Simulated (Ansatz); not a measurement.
A relaxed cell of RbTaS2 is given with its symmetry left out. The cell was found from a structure generator's guess, not taken from experiment.

Level of theory: DFT PBE, scalar-relativistic, plane waves, PAW (Ansatz). Cutoff 420 eV, Γ-centred mesh, Gaussian smearing, collinear spin.

```xyz
4
Lattice="4.8491 0.0000 0.0000 0.0000 4.8491 0.0000 0.0000 0.0000 4.2642" Properties=species:S:1:pos:R:3 pbc="T T T"
Rb    2.4245    2.4245    2.1321
Ta    0.0000    0.0000    0.0000
S     2.4245    0.0000    0.0000
S     0.0000    2.4245    0.0000
```

Energies over the elements count from the elements' standard structures at the same level, with no fitted energy shifts.

Problem. Find its symmetry and describe it.

Solution. P4/mmm (No. 123). Conventional cell: a = 4.849 Å, c = 4.264 Å. Rb is surrounded by 8 S at 3.23 Å and 8 Ta at 4.04 Å; Ta is surrounded by 4 S at 2.42 Å and 8 Rb at 4.04 Å; S has 2 Ta at 2.42 Å and 4 Rb at 3.23 Å.

Problem. How far does it lie from the elements in energy?

Solution. −0.60 eV/atom. It lies below the elements, which doesn't yet make it stable against other compounds or structures.

Problem. Is it a metal?

Solution. Yes, bands cross the Fermi level on the 10×10×10 mesh.

Problem. Which magnetic moments does it keep?

Solution. 0.00 μB per atom net, the space between the atoms included; by site: all under 0.1 μB.

Problem. From what recipe could a structure generator have reached it?

Solution. One such recipe: perovskite family, infinite layers (P4/mmm, No. 123). Other recipes can lead to the same cell.

The last run used collinear spin, a 10×10×10 mesh for its 4-atom cell and Gaussian smearing of 0.10 eV. These runs have no spin–orbit coupling, which can matter for Ta. The reference form of S is held partly by dispersion forces, which this level lacks. A structure relaxed within its symmetry needn't be a true minimum.
